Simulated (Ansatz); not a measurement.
Bi:
```cif
data_Bi6
_chemical_formula_sum 'Bi6'
_space_group_name_H-M_alt 'R-3m :H'
_space_group_IT_number 166
_space_group_name_Hall '-R 3 2"'
_cell_length_a 4.49352
_cell_length_b 4.49352
_cell_length_c 11.49939
_cell_angle_alpha 90.000
_cell_angle_beta 90.000
_cell_angle_gamma 120.000
loop_
_atom_site_label
_atom_site_type_symbol
_atom_site_symmetry_multiplicity
_atom_site_Wyckoff_symbol
_atom_site_fract_x
_atom_site_fract_y
_atom_site_fract_z
_atom_site_occupancy
Bi1 Bi 6 c 0.00000 0.00000 0.23717 1
```
(The calculation used a cell of 2 atoms; values per cell refer to that cell.)

Relaxed with plane-wave PAW LDA (Ansatz code). Indices refer to the conventional cell of R-3m, a = 4.4935 Å, b = 4.4935 Å, c = 11.4994 Å, α = 90.00°, β = 90.00°, γ = 120.00°.

**Question.** Simulate the powder diffraction pattern (Cu Kα, λ = 1.54184 Å; lines above 1 %) up to 2θ = 90°.

**Answer.** Simulated powder pattern, Cu Kα, λ = 1.54184 Å (kinematic, ideal powder, no thermal factors, no anomalous dispersion; the 30 strongest lines at most, above 1 %, up to 2θ = 90°):

```csv
2θ (°),d (Å),I/Imax (%),hkl
23.20,3.833,3.0,(0003)
27.68,3.223,100,(0 1 -1 2)
38.95,2.312,38,(1 0 -1 4)
40.13,2.247,39,(1 1 -2 0)
45.83,1.980,4.2,(0 1 -1 5)
46.87,1.938,2.9,(1 1 -2 3)
47.44,1.917,6.4,(0006)
49.45,1.843,21,(2 0 -2 2)
57.17,1.611,13,(0 2 -2 4)
61.25,1.513,3.4,(1 0 -1 7)
62.53,1.485,1.7,(2 0 -2 5)
63.84,1.458,16,(1 1 -2 6)
65.50,1.425,19,(1 2 -3 2)
69.74,1.348,5.2,(0 1 -1 8)
72.14,1.309,13,(2 1 -3 4)
72.93,1.297,7.1,(3 0 -3 0)
74.22,1.278,1.0,(0009)
75.78,1.255,1.8,(0 2 -2 7)
76.95,1.239,1.9,(1 2 -3 5)
83.64,1.156,3.3,(2 0 -2 8)
86.67,1.123,4.8,(2 2 -4 0)
87.91,1.111,4.1,(1 1 -2 9)
88.70,1.103,2.2,(1 0 -1 10)
89.42,1.096,2.6,(2 1 -3 7)
```

Symmetry was held in the LDA relaxation. Axis ratios of metals converge slowly with the k-mesh, so a and c are less sure than the volume. Scalar-relativistic: spin–orbit coupling is off unless named, which matters more the heavier the elements.

Potentials: the earlier of the program's two PAW sets.
